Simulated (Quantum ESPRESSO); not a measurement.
Kohn-Sham bands of LiPd (CsCl type)

```yaml
crystal:
  lattice:
    - [2.95968, 0.00000, 0.00000]
    - [0.00000, 2.95968, 0.00000]
    - [0.00000, 0.00000, 2.95968]
  atoms:
    - { symbol: Li, position: [0.00000, 0.00000, 0.00000] }
    - { symbol: Pd, position: [0.50000, 0.50000, 0.50000] }
```

Materials Project entry mp-2743; symmetrised, unrelaxed at this level. COD (Crystallography Open Database) has the formula in 2 space groups, this one among them (matched by group alone). Method: PBEsol plane waves in Quantum ESPRESSO 7.5 (PseudoDojo norm-conserving files, 66 Ry, no spin polarisation, no spin-orbit coupling), Bloch states on a 10×10×10 mesh through Γ, Wannier90 4.0.1. Density: 14×14×14 mesh, cold smearing 0.01 Ry.

Problem. List the Kohn-Sham levels between −8 and 3.0 eV relative to the Fermi level at the high-symmetry points, as a band run of pw.x on that density gives them (levels within 2 meV counted together).

Solution. 
| point | k (reciprocal lattice) | levels (eV) |
|---|---|---|
| Γ | 0.000 0.000 0.000 | -5.36, -3.40 (×2), -0.77 (×3) |
| X | 0.000 0.500 0.000 | -4.17, -3.05, -1.82 (×2), -0.68, -0.03, 1.48 |
| M | 0.500 0.500 0.000 | -3.51, -2.86, -1.54 (×2), -0.01, 1.36 (×2) |
| R | 0.500 0.500 0.500 | -3.56 (×3), 0.05 (×2) |
